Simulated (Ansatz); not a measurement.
**Two-dimensional strain map in Ba**

Theory: DFT LDA, scalar-relativistic, plane waves, PAW (Ansatz). Cutoff 420 eV, Γ-centred 15×15×12 k-points, Gaussian smearing of 0.15 eV. No spin polarisation. Energies are free energies at this smearing, counted from the undisturbed cell; pressure is positive in compression.

The undisturbed cell (as given, not relaxed at this level; it stands at -1.3 GPa; this form isn't the usual structure):

```
CELL_PARAMETERS angstrom
4.31161 0.00000 0.00000
-2.15581 3.73397 0.00000
0.00000 0.00000 3.91341
ATOMIC_POSITIONS crystal
Ba 0.00000 0.00000 0.00000
```

The cell is strained by p along both x and y and by q along z, fractional coordinates fixed. Points are written (p, q).

Energy above the undisturbed cell in meV/atom (a dash: not computed):

```
 p \ q  -0.080  -0.040  0.000  0.040  0.080
-0.080   -48.5   -51.8  -38.4  -12.1   23.5
-0.040   -36.5       –  -35.4      –      ?
 0.000    10.0    -5.1    0.0      ?      ?
 0.040       ?       –      –      –      –
 0.080   176.6       –  144.0      –  180.5
```

Task: Fill in the withheld energies.

Result: (-0.040, 0.080): 21.2; (0.000, 0.040): 20.4; (0.000, 0.080): 50.9; (0.040, -0.080): 83.3.